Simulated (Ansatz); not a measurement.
## Bi₂Te₃ at a changed volume: ²⁰⁹Bi NMR of the central transition

Cell: an entry of the Crystallography Open Database (COD), relaxed with PBE at fixed cell and then changed (volume scaled by 1.02, ions relaxed).

```yaml
crystal:
  lattice:
    - [2.20752, 1.27451, 10.23299]
    - [-2.20752, 1.27451, 10.23299]
    - [0.00000, -2.54903, 10.23299]
  atoms:
    - { symbol: Bi, position: [0.39958, 0.39958, 0.39958] }
    - { symbol: Bi, position: [0.60042, 0.60042, 0.60042] }
    - { symbol: Te, position: [0.00000, 0.00000, 0.00000] }
    - { symbol: Te, position: [0.21085, 0.21085, 0.21085] }
    - { symbol: Te, position: [0.78915, 0.78915, 0.78915] }
```

Sites (sets of like atoms) are named by element and the number of their first atom in this list.

Level of theory: DFT, PBE, plane waves and PAW, scalar-relativistic, 420 eV cutoff, Γ-centred 12×12×12 k-points, Fermi–Dirac smearing 0.02 eV (Ansatz 0.2.0).

²⁰⁹Bi has I = 9/2 and Q = -516.0 mb (Pyykkö 2018); at 16.4 T its Larmor frequency is ν₀ = 114.2 MHz (from the bare nuclear moment; shielding lowers the observed one by a per cent or two). Only the quadrupole interaction is simulated: positions count from each site's isotropic chemical shift, and shift anisotropy, dipolar and J coupling are left out.

Simulated pattern of one Bi site (static powder, Gaussian broadening 3 kHz):

```tsv
offset (kHz)	height
-39.06	1
-37.46	17
-35.85	70
-34.25	100
-32.64	78
-31.03	59
-29.43	50
-27.82	44
-26.22	41
-24.61	38
-23.01	36
-21.40	34
-19.79	33
-18.19	32
-16.58	31
-14.98	30
-13.37	30
-11.77	29
-10.16	29
-8.55	29
-6.95	28
-5.34	28
-3.74	28
-2.13	28
-0.53	26
1.08	23
2.69	23
4.29	23
5.90	24
7.50	25
9.11	27
10.71	29
12.32	31
13.92	35
15.53	41
17.14	55
18.74	71
20.35	50
21.95	12
23.56	1
```

Task: Which |C_Q| and η does the pattern imply?

Result: The pattern spans 55.4 kHz before broadening and its centre of gravity is at -10.6 kHz, which fixes P_Q; the places of the horns and steps fix η. That gives P_Q = 29.6 MHz, |C_Q| = 29.6 MHz and η = 0.00. The sign of C_Q can't be read from the pattern.

An axis of threefold or higher order runs through Bi, so V_zz lies along it and η is zero.

Spin–orbit coupling is left out, which shifts gradients on Bi by a few per cent in wide-gap crystals, and can shift them far more where the calculated gap is small or absent, as here. Newer work puts Q(²⁰⁹Bi) near −420 mb, which would lower these couplings by about a fifth. With a gap of 0.3 eV on this mesh, the gradients can still move by some per cent as the k-mesh gets denser.
